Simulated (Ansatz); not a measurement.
Relaxed Se (trigonal-Se type, space group P3_121):

```
Se
1.0
    4.03942     0.00000     0.00000
   -2.01971     3.49824     0.00000
    0.00000     0.00000     5.12067
Se
3
Cartesian
  0.50222   0.86988   2.56033
  3.03497   0.00000   4.26722
 -1.51748   2.62836   0.85344
```

In this cell atom 3 (Se, nearest neighbour Se at 2.437 Å; its periodic images, 4.0 Å or more away, move with it) is moved by u·(1.000, 0.000, 0.000) + v·(0.000, 1.000, 0.000); the rest is frozen.

All values below come from PBEsol (plane waves to 420 eV, PAW, scalar-relativistic; Ansatz, a quantum-chemistry and plane-wave program). k mesh 8×8×5 (Γ-centred), Fermi-Dirac smearing 0.05 eV. Stress and pressure are positive under compression. As the smearing reaches across the gap at some points, energies and forces of such displacements shift with the k mesh and the smearing. Se was relaxed with its symmetry unable to fall. The last digit holds for this mesh only.

Changes of P (GPa) from the point u = 0.000 Å, v = 0.000 Å when one coordinate moves alone (two changes are said to add if the coupling is within 5 % of the smaller one, nearly so within 20 %):

```tsv
point	change
u = 0.000 Å, v = -0.370 Å	-2.96
u = 0.000 Å, v = -0.247 Å	-2.43
u = 0.000 Å, v = -0.123 Å	-1.45
u = -0.370 Å, v = 0.000 Å	4.32
u = -0.247 Å, v = 0.000 Å	2.58
u = -0.123 Å, v = 0.000 Å	1.14
u = 0.123 Å, v = 0.000 Å	-0.82
u = 0.247 Å, v = 0.000 Å	-1.31
u = 0.370 Å, v = 0.000 Å	-1.50
u = 0.000 Å, v = 0.123 Å	1.94
u = 0.000 Å, v = 0.247 Å	4.38
u = 0.000 Å, v = 0.370 Å	7.32
```

**Question.** What is the change at u = 0.247 Å, v = -0.247 Å, where both move, and how far is it from the sum?

**Answer.** The sum of the single changes is -1.31 + (-2.43) = -3.74; the calculation gives -3.25, so the coupling contributes 0.49 (over 20 % of the smaller single change, not additive).

**Question.** What is the change at u = -0.123 Å, v = 0.370 Å, where both move, and how far is it from the sum?

**Answer.** The sum of the single changes is 1.14 + (7.32) = 8.46; the calculation gives 8.91, so the coupling contributes 0.45 (over 20 % of the smaller single change, not additive).

**Question.** Do the two effects add at u = 0.370 Å, v = 0.247 Å? Give the computed change.

**Answer.** The sum of the single changes is -1.50 + (4.38) = 2.88; the calculation gives 1.84, so the coupling contributes -1.04 (over 20 % of the smaller single change, not additive).

(For displaced atoms, the force is minus the slope of the energy, and its curvature is a force constant, which sets phonon frequencies.)
